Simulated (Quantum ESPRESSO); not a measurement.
# Band energies of GaSb at -1 % isotropic strain

```
CELL_PARAMETERS angstrom
      0.00000     3.02642     3.02642
      3.02642     0.00000     3.02642
      3.02642     3.02642     0.00000
ATOMIC_POSITIONS crystal
  Ga 0.00000 0.00000 0.00000
  Sb 0.25000 0.25000 0.25000
```

norm-conserving PBE (stringent potentials; Quantum ESPRESSO, 114 Ry, scalar-relativistic); path ΓXWKΓLUWLK,UX; energies in eV from the valence-band maximum.

| k (1/Å) | point | band 18 | band 19 | band 20 | band 21 | band 22 | band 23 | band 24 | band 25 |
|---|---|---|---|---|---|---|---|---|---|
| 0.00 | Γ | -15.01 | -11.70 | 0.00 | 0.00 | 0.00 | 0.27 | 2.78 | 2.78 |
| 0.23 |  | -15.00 | -11.53 | -1.77 | -0.60 | -0.60 | 1.73 | 2.50 | 3.61 |
| 0.58 |  | -15.00 | -10.64 | -4.51 | -1.93 | -1.93 | 1.12 | 2.58 | 6.07 |
| 0.81 |  | -15.00 | -9.74 | -6.09 | -2.49 | -2.49 | 0.84 | 1.68 | 7.83 |
| 1.04 | X | -15.00 | -9.13 | -6.95 | -2.68 | -2.68 | 0.88 | 1.20 | 8.96 |
| 1.17 |  | -15.00 | -9.12 | -6.93 | -2.83 | -2.78 | 1.18 | 1.47 | 8.38 |
| 1.56 | W | -15.01 | -9.08 | -6.80 | -3.49 | -3.27 | 3.81 | 4.35 | 4.51 |
| 1.80 |  | -15.00 | -9.17 | -6.76 | -3.72 | -2.53 | 1.84 | 3.98 | 6.22 |
| 1.92 | K | -15.00 | -9.19 | -6.75 | -3.76 | -2.28 | 1.39 | 3.94 | 6.78 |
| 2.12 |  | -15.01 | -9.59 | -6.31 | -3.79 | -1.78 | 1.79 | 5.39 | 5.63 |
| 2.42 |  | -15.01 | -10.59 | -4.84 | -2.74 | -0.88 | 2.08 | 4.04 | 4.24 |
| 2.62 |  | -15.01 | -11.19 | -3.39 | -1.64 | -0.38 | 1.81 | 3.33 | 3.46 |
| 2.92 |  | -15.01 | -11.67 | -0.76 | -0.14 | -0.02 | 0.87 | 2.82 | 2.83 |
| 3.03 | Γ | -15.01 | -11.70 | 0.00 | 0.00 | 0.00 | 0.27 | 2.78 | 2.78 |
| 3.22 |  | -15.01 | -11.57 | -1.74 | -0.22 | -0.22 | 1.15 | 3.08 | 3.08 |
| 3.42 |  | -15.01 | -11.19 | -3.64 | -0.63 | -0.63 | 0.98 | 3.59 | 3.59 |
| 3.72 |  | -15.01 | -10.33 | -5.91 | -1.11 | -1.11 | 0.57 | 3.80 | 3.80 |
| 3.92 | L | -15.01 | -10.00 | -6.52 | -1.20 | -1.20 | 0.48 | 3.77 | 3.77 |
| 4.24 |  | -15.01 | -9.71 | -6.46 | -3.01 | -1.68 | 1.78 | 3.96 | 4.91 |
| 4.56 | U | -15.00 | -9.19 | -6.75 | -3.76 | -2.28 | 1.39 | 3.94 | 6.78 |
| 4.80 |  | -15.01 | -9.11 | -6.78 | -3.61 | -3.00 | 2.89 | 4.08 | 5.30 |
| 4.93 | W | -15.01 | -9.08 | -6.80 | -3.49 | -3.27 | 3.81 | 4.35 | 4.51 |
| 5.11 |  | -15.01 | -9.27 | -6.64 | -3.66 | -2.72 | 3.18 | 3.82 | 5.20 |
| 5.39 |  | -15.01 | -9.78 | -6.47 | -2.72 | -1.66 | 1.93 | 3.43 | 4.80 |
| 5.57 |  | -15.01 | -9.97 | -6.51 | -1.52 | -1.25 | 0.80 | 3.69 | 3.88 |
| 5.66 | L | -15.01 | -10.00 | -6.52 | -1.20 | -1.20 | 0.48 | 3.77 | 3.77 |
| 5.82 |  | -15.01 | -9.92 | -6.49 | -1.96 | -1.35 | 1.21 | 3.61 | 4.08 |
| 6.06 |  | -15.01 | -9.57 | -6.49 | -3.41 | -1.86 | 1.74 | 4.51 | 5.44 |
| 6.22 |  | -15.01 | -9.28 | -6.66 | -3.79 | -2.17 | 1.49 | 4.49 | 6.26 |
| 6.30 | K | -15.00 | -9.19 | -6.75 | -3.76 | -2.28 | 1.39 | 3.94 | 6.78 |
| 6.30 | U | -15.00 | -9.19 | -6.75 | -3.76 | -2.28 | 1.39 | 3.94 | 6.78 |
| 6.39 |  | -15.00 | -9.13 | -6.85 | -3.52 | -2.45 | 1.24 | 2.89 | 7.40 |
| 6.66 | X | -15.00 | -9.13 | -6.95 | -2.68 | -2.68 | 0.88 | 1.20 | 8.96 |

The PBE gap is direct, 0.27 eV at Γ.

Without spin-orbit coupling, band edges of such heavy elements can be off by tenths of an eV. So small a PBE gap in heavy elements may be inverted, where one-shot corrections to single bands mislead.

Geometry strained from the cell relaxed with PBEsol, atoms relaxed again.
